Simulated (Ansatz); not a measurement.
**Rigid cleavage in B5W2**

Level of theory: Ansatz, DFT PBEsol, scalar-relativistic, plane waves, PAW. The runs took a 420 eV cutoff, a Γ-centred 14×14×3 mesh and Gaussian smearing (0.15 eV). Spin–orbit coupling is left out, which can shift energies with elements as heavy as these. No spin polarisation. Energies are free energies at this smearing, counted from the undisturbed cell; pressure is positive in compression.

Zero of the scan (relaxed at this level; it needn't be the usual structure):

```
CELL_PARAMETERS angstrom
-1.53939 -2.66630 0.00000
1.53939 -2.66630 0.00000
0.00000 1.77753 14.13228
ATOMIC_POSITIONS crystal
B 0.09269 0.09269 0.21893
B 0.59269 0.59269 0.71893
B 0.40731 0.40731 0.16277
B 0.90731 0.90731 0.66277
B 0.16553 0.16553 0.43743
B 0.66553 0.66553 0.93743
B 0.33447 0.33447 0.94427
B 0.83447 0.83447 0.44427
B 0.25000 0.25000 0.69085
B 0.75000 0.75000 0.19085
W 0.03830 0.03830 0.05574
W 0.53830 0.53830 0.55574
W 0.46170 0.46170 0.32596
W 0.96170 0.96170 0.82596
```

The cut lies on the cell's a–b face, a (0 0 1) plane (indices in the standard cell, whose axes needn't be the Cartesian ones shown) of area 8.21 Å², between layers 1.58 Å apart. Vector c is lengthened by d along the normal with the atoms' Cartesian places fixed: one unrelaxed cut a cell. The cell is metallic on the mesh throughout.

| d (Å) | energy (J/m²) | traction dE/dd (GPa) |
| --- | --- | --- |
| -0.30 | 1.17 | -89.0 |
| -0.15 | 0.26 | -36.6 |
| 0.00 | 0.00 | 0.1 |
| 0.25 | ? | ? |
| 0.50 | 1.54 | 45.4 |
| 0.75 | 2.64 | 41.1 |
| 1.00 | 3.55 | 31.7 |
| 1.50 | 4.68 | 14.5 |
| 2.00 | ? | ? |
| 3.00 | 5.43 | 1.1 |
| 4.50 | ? | ? |
| 6.00 | 5.49 | 0.0 |

Task: Give the withheld values.

Result: energy (J/m²) at d (Å) = 0.25: 0.50; traction dE/dd (GPa) at d (Å) = 0.25: 34.8; energy (J/m²) at d (Å) = 2.00: 5.15; traction dE/dd (GPa) at d (Å) = 2.00: 6.0; energy (J/m²) at d (Å) = 4.50: 5.48; traction dE/dd (GPa) at d (Å) = 4.50: 0.1.

Cost: 12 runs of about 7 core-minutes in all, on AMD EPYC 9R45 (Zen 5) (shared hosts).